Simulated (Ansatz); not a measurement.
Ni$_{3}$Sn$_{4}$:
Space group C2/m (No. 12); a = 12.179 Å, b = 4.059 Å, c = 5.203 Å, α = γ = 90.00°, β = 105.12°

```
atom  site  symmetry       x       y       z
----  ----  --------  ------  ------  ------
Ni      2a       2/m  0.0000  0.0000  0.0000
Ni      4i         m  0.2155  0.0000  0.3361
Sn      4i         m  0.0726  0.5000  0.3140
Sn      4i         m  0.1722  0.0000  0.8125
```
(The calculation used a cell of 7 atoms; values per cell refer to that cell.)

Relaxed at zero pressure with DFT-r²SCAN in the program Ansatz with PAW potentials.

Q: The volume is raised by 3 % and shape and atoms relax at that volume. What pressure results, and how do the axes share the change?

A: -3.0 GPa; a 1.0 %, b 1.0 %, c 0.8 %; the energy rises by 5 meV/atom.

Q: Give the new structure.

A: 
Space group C2/m (No. 12); a = 12.3032 Å, b = 4.0984 Å, c = 5.2467 Å, α = γ = 90.00°, β = 104.86°

```json
[
 {"atom": "Ni", "site": "2a", "symmetry": "2/m", "x": "0.0000", "y": "0.0000", "z": "0.0000"},
 {"atom": "Ni", "site": "4i", "symmetry": "m", "x": "0.2156", "y": "0.0000", "z": "0.3368"},
 {"atom": "Sn", "site": "4i", "symmetry": "m", "x": "0.0732", "y": "0.5000", "z": "0.3138"},
 {"atom": "Sn", "site": "4i", "symmetry": "m", "x": "0.1726", "y": "0.0000", "z": "0.8137"}
]
```

The phase is kept; no other phase was compared at this pressure.

The first step of the workflow began from a Materials Project structure, measured or hypothetical; the Crystallography Open Database files this formula in space group No. 12, but the cells were not matched. Its standing as an ambient phase is unchecked. The r²SCAN relaxation kept the symmetry of its start; whether a distortion lowers the energy is not shown. The run is not spin-polarised. Axis ratios of metals converge slowly with the k-mesh, so a and c are less sure than the volume. Scalar-relativistic: spin–orbit coupling is off unless named, which matters more the heavier the elements.

Potentials: the later of the program's two PAW sets.
